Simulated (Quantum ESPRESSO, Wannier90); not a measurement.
**CaHI (P4/nmm, isolated units): Wannier90 run**

Materials Project entry mp-24204; symmetrised, unrelaxed at this level. Computed values, not measurements, from PBEsol: Quantum ESPRESSO (norm-conserving PseudoDojo potentials, cutoff 58 Ry, no spin polarisation, no spin-orbit coupling) on a Γ-centred 6×6×4 mesh, then Wannier90. Density: 8×8×4 mesh, cold smearing 0.01 Ry. The cell is built of weakly bound layers, chains or molecules, whose nearest atoms lie 4.69 Å apart, far more than in van der Waals crystals (3.2 to 4.2 Å): it describes nearly isolated units, such as a monolayer, not the bulk crystal. Spin-orbit coupling is left out although heavy elements are present.

```
begin unit_cell_cart
ang
    4.0233400000    0.0000000000    0.0000000000
    0.0000000000    4.0233400000    0.0000000000
    0.0000000000    0.0000000000    9.3431300000
end unit_cell_cart
mp_grid = 6 6 4
```

Neighbour vectors b of the finite-difference formula (Å⁻¹), by shell:

```csv
shell,b_x,b_y,b_z
1,0.00000,0.00000,0.16812
1,0.00000,0.00000,-0.16812
2,0.00000,0.26028,0.00000
2,0.26028,0.00000,0.00000
2,0.00000,-0.26028,0.00000
2,-0.26028,0.00000,0.00000
```

Question: Find the weights w_b from the completeness condition Σ_b w_b b_α b_β = δ_αβ.

Answer: Shell 1: Σ b_x² = 0.000, Σ b_y² = 0.000, Σ b_z² = 0.057 Å⁻²
Shell 2: Σ b_x² = 0.135, Σ b_y² = 0.135, Σ b_z² = 0.000 Å⁻²
Each of the three diagonal sums, weighted, has to give 1 and the off-diagonal ones 0, which holds for w_1 = 17.7 Å², w_2 = 7.38 Å². Check on xx: 17.69×0.000 + 7.38×0.135 = 1.00.

On this mesh the 10 functions of bands 9-18 (valence bands; start: SCDM (isolated), conv_tol = 1.0e-6) end with spreads 1.6616, 1.6616, 1.8362, 1.8363, 1.8417, 1.8417, 1.8477, 1.8477, 1.7772, 1.7772 Å², Ω_I = 15.4426 Å² and Ω_D = 0.0049 Å².

Ω_total is the sum of the spreads, 17.929 Å². Ω_OD = Ω_total − Ω_I − Ω_D = 2.481 Å². Only (Ω_D + Ω_OD)/Ω_total = 13.9 % depends on the gauge, and another start could lower the total by that share at most. The rms radius is √(Ω_total/10) = 1.34 Å.
